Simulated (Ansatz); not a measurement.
TiAl$_{3}$: from a starting cell to a relaxed one

The start is a generated cell, TiAl3 built in the AFLOW prototype A3B_tI16_139_cde_e (D0_23, as in ZrAl3). The structure is fully relaxed (lattice and positions, P = 0) with PBEsol (plane waves to 420 eV, PAW, scalar-relativistic; Ansatz, a program for electronic structure). First-step values are on the input's coarse k-mesh.

Ansatz input (later rounds restart from its end on a renewed k-mesh):
Ansatz 0.2 input:
```yaml
crystal:
  lattice:
    - [-1.9246011, 1.9246011, 8.3171759]
    - [1.9246011, -1.9246011, 8.3171759]
    - [1.9246011, 1.9246011, -8.3171759]
  atoms:
    - { symbol: Al, position: [0.5, 0, 0.5] }
    - { symbol: Al, position: [0, 0.5, 0.5] }
    - { symbol: Al, position: [0.75, 0.25, 0.5] }
    - { symbol: Al, position: [0.25, 0.75, 0.5] }
    - { symbol: Al, position: [0.37498, 0.37498, 0] }
    - { symbol: Al, position: [0.62502, 0.62502, 0] }
    - { symbol: Ti, position: [0.11886, 0.11886, 0] }
    - { symbol: Ti, position: [0.88114, 0.88114, 0] }
basis: { ecutwfc: 420, ecutrho_ratio: 4, xc_grid: 2, fft_grid_basis: typed }
kpoints: { mp_grid: { grid: [12, 12, 12] } }
hamiltonian:
  xc: pbesol
  dispersion: none
  pseudopotentials: { kind: paw }
scf: { occupations: { method: fermi_dirac, width: 0.05 } }
relax: { f_tol: 0.01, max_steps: 100, cell: { stress_tol: 0.02 } }
output: { forces: true, stress: true }
```

```yaml
largest_initial_force: 0.08 eV/Å, on Ti7, Ti8 (atoms numbered as listed)
outcome: The space group stays I4/mmm (No. 139) (the run could not lower it); the end is AFLOW prototype A3B_tI16_139_cde_e (D0_23, as in ZrAl3), with 8 atoms in the primitive cell
energy_released: under 0.01 eV/atom
Shortest distances (start → end): "The closest pairs of elements (up to four, under 3.6 Å), start → end: Al–Al 2.72 → 2.74 Å; Al–Ti 2.72 → 2.74 Å"
band_gap_at_the_end: no gap (metallic)
optimiser_moves: 3
```

Relaxed structure:

```cif
data_Al12Ti4
_chemical_formula_sum 'Al12 Ti4'
_space_group_name_H-M_alt 'I4/mmm'
_space_group_IT_number 139
_space_group_name_Hall '-I 4 2'
_cell_length_a 3.86863
_cell_length_b 3.86863
_cell_length_c 16.52926
_cell_angle_alpha 90.000
_cell_angle_beta 90.000
_cell_angle_gamma 90.000
loop_
_atom_site_label
_atom_site_type_symbol
_atom_site_symmetry_multiplicity
_atom_site_Wyckoff_symbol
_atom_site_fract_x
_atom_site_fract_y
_atom_site_fract_z
_atom_site_occupancy
Al1 Al 4 c 0.00000 0.50000 0.00000 1
Al2 Al 4 d 0.00000 0.50000 0.25000 1
Al3 Al 4 e 0.00000 0.00000 0.37503 1
Ti1 Ti 4 e 0.00000 0.00000 0.11908 1
```
(The calculation used a cell of 8 atoms; values per cell refer to that cell.)

Final values are on a 17×17×17 k-mesh of the relaxed cell. No spin polarisation in the result.

The run could not lose the symmetry of its start; a randomly shaken copy of 8 atoms returns to this structure.

The first start was generated by placing the elements on the sites of a structure type. Materials Project lists a structure of TiAl3 in the same space group, I4/mmm (No. 139); the sites were not compared with it, nor with measured phases.
